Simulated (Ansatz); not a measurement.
LiBr:
```cif
data_Br4Li4
_chemical_formula_sum 'Li4 Br4'
_space_group_name_H-M_alt 'Fm-3m'
_space_group_IT_number 225
_space_group_name_Hall '-F 4 2 3'
_cell_length_a 5.41099
_cell_length_b 5.41099
_cell_length_c 5.41099
_cell_angle_alpha 90.000
_cell_angle_beta 90.000
_cell_angle_gamma 90.000
loop_
_atom_site_label
_atom_site_type_symbol
_atom_site_symmetry_multiplicity
_atom_site_Wyckoff_symbol
_atom_site_fract_x
_atom_site_fract_y
_atom_site_fract_z
_atom_site_occupancy
Li1 Li 4 a 0.00000 0.00000 0.00000 1
Br1 Br 4 b 0.50000 0.50000 0.50000 1
```
(The calculation used a cell of 2 atoms; values per cell refer to that cell.)

This is the PBEsol-relaxed structure.

All from PBEsol in the plane-wave PAW code Ansatz, unless another level is named. Give the Debye temperature from the elastic constants.

278 K.

Predict the elastic constants (relaxed ions, GPa).

C11 = 52.5, C12 = 17.0, C44 = 19.8.

Symmetry was held in the PBEsol relaxation.

Potentials: the later of the program's two PAW sets.
